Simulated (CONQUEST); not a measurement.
Worked example: self-consistent single point of W (Im-3m, 2 atoms in the cell; from Materials Project mp-91, changed as shown) in CONQUEST.

Level of theory: LDA (PW92), numerical atomic orbitals double-zeta with polarisation (the shipped basis), PseudoDojo norm-conserving potentials made for LDA in CONQUEST.

The change in words: lattice scaled by 1.02. Reference geometry (Im-3m):
```
W
1.0
    3.17032     0.00000     0.00000
    0.00000     3.17032     0.00000
    0.00000     0.00000     3.17032
W
2
Cartesian
  0.00000   0.00000   0.00000
  1.58516   1.58516   1.58516
```

Reference input (self-consistent single point, DFT, LDA (PW92), numerical atomic orbitals double-zeta with polarisation (the shipped basis), PseudoDojo norm-conserving potentials made for LDA): basis = DZP; Diag.MPMeshX, Y, Z = 14 14 14; potentials = PseudoDojo norm-conserving LDA; Grid.GridCutoff = 175 Ha; DM.SolutionMethod = diagon; Diag.kT = 0.003675 Ha; Diag.GammaCentred = true; minE.SCTolerance = 1.0e-06; SC.MaxIters = 100; SC.LinearMixingFactor = 0.3; SC.KerkerPreCondition = true; SC.KerkerFactor = 0.3 1/bohr. This run's input differs from it in these lines:

```diff
@@ -30,8 +30,8 @@
 # file: coords.dat
-     5.991036527      0.000000000      0.000000000
-     0.000000000      5.991036527      0.000000000
-     0.000000000      0.000000000      5.991036527
+     6.110856502      0.000000000      0.000000000
+     0.000000000      6.110856502      0.000000000
+     0.000000000      0.000000000      6.110856502
 2
     0.000000000     0.000000000     0.000000000  1 T T T
-    2.995518264     2.995518264     2.995518264  1 T T T
+    3.055428251     3.055428251     3.055428251  1 T T T
```

Output (repeated stretches shortened):

```
    PulayMixSC: Starting Pulay mixing, A_up =  0.300 A_dn =  0.300
    PulayMixSC: Spin non-polarised calculation.
    PulayMixSC: with Kerker preconditioning, q0 =  0.300
          Harris-Foulkes Energy            :      -151.837784108462330 Ha
          Free Energy (E-TS)               :      -151.838778427327412 Ha
    PulayMixSC: Pulay iteration     1 residual:              0.35544E-02
          Harris-Foulkes Energy            :      -151.831592699802059 Ha
          Free Energy (E-TS)               :      -151.832620056429079 Ha
    PulayMixSC: Pulay iteration     2 residual:              0.28763E-02
   [... lines left out ...]
          Free Energy (E-TS)               :      -151.820254963361435 Ha
    PulayMixSC: Pulay iteration     6 residual:              0.66789E-05
          Harris-Foulkes Energy            :      -151.819035031476147 Ha
          Free Energy (E-TS)               :      -151.820255300549434 Ha
    PulayMixSC: Pulay iteration     7 residual:              0.40413E-05
          Harris-Foulkes Energy            :      -151.819035504985379 Ha
          Free Energy (E-TS)               :      -151.820255645875164 Ha
    PulayMixSC: Pulay iteration     8 residual:              0.43910E-06
    PulayMixSC: Reached SCF tolerance of  0.43910E-06 after      8 iterations
      | Number of electrons      =        28.000036
      | GS Energy as E-(1/2)TS   =      -151.819645575430286 Ha
      | Free Energy as E-TS      =      -151.820255645875164 Ha
      |* Harris-Foulkes energy   =      -151.819035504985379 Ha
      |* DFT total energy        =      -151.819035505148634 Ha

    force: Forces on atoms (Ha/a0)
    force:  Atom   X              Y              Z
    force:     1   0.0000000000  -0.0000000000   0.0000000000
    force:     2   0.0000000000  -0.0000000000   0.0000000000

    force: Maximum force :        0.00000000(Ha/a0) on atom         1 in z direction
    force: Force Residual:        0.00000000 Ha/a0
    force: Total stress:         23.74174592     0.00000000     0.00000000 GPa
                             0.00000000    23.74174592     0.00000000
                             0.00000000     0.00000000    23.74174592
    force: Average pressure:    -23.74174592 GPa

    get_E_and_F: Change in energy during last step of electronic optimisation: -0.47351E-06
```

The run converged in 8 iterations. CONQUEST prints the stress tensor with tension positive. Against the reference run the free energy rises by 97.5 meV/atom and the pressure goes from -7.80 to -23.74 GPa.

The program uses no crystal symmetry, so grid and mesh can part values that symmetry would make equal. The atom-centred basis is finite, which shifts total energies and pressures against plane waves. The structure comes from a collection of computed structures, made at another level of theory; the collection holds predicted forms beside known ones. At this pressure the cell is far from its equilibrium volume at this level.

Cost on one core: roughly 4 core-minutes.
